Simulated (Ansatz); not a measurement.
Input:

LiF (rock salt) is sheared across one {110} plane: the third cell vector gains the shift, so faults repeat every 4.2 Å. The cut lies between planes 1.41 Å apart; the cell height is held.

```
LiF
1.0
    2.82150     0.00000     0.00000
    0.00000     3.99020     0.00000
    1.41075     1.99510     4.23224
F Li
3 3
Direct
  0.00000   0.00000   0.83333
  0.33333   0.33333   0.16667
  0.66667   0.66667   0.50000
  0.00000   0.50000   0.83333
  0.33333   0.83333   0.16667
  0.66667   0.16667   0.50000
```

In-plane vectors a = (2.821, 0.000) Å, b = (0.000, 3.990) Å, area 11.26 Å². The shift is x·a + y·b, and the map repeats with period 1 in x and y. The shift is rigid: no atom relaxes. γ = [E(shift) − E(0)] / area.

The numbers are results of r2SCAN (plane waves to 500 eV, PAW, scalar-relativistic; Ansatz, a program for electronic structure), not measurements. k mesh 10×10×10 (Γ-centred), Fermi-Dirac smearing 0.05 eV. Energies are extrapolated to zero smearing. Points where atoms come too close for the PAW data are left out (x in tables, blank in figures). Faults lie only 4.2 Å apart, and holding the cell height and the atoms raises γ above its relaxed value. LiF was relaxed with its symmetry unable to fall. γ is measured from zero shift.

The scan covers x from 0.000 to 0.833 in 6 points and y from 0.000 to 0.833 in 6 points.

Q: Where does the grid have local minima besides zero shift?

A: No grid point is one.

Q: Stepping between nearest grid points (4 neighbours each), what is the highest γ met on the easiest way from zero shift to the shift a?

A: 3.02 J/m².

(The slope of γ gives the shear force per area between the displaced halves; near zero shift its curvature is an elastic stiffness.)
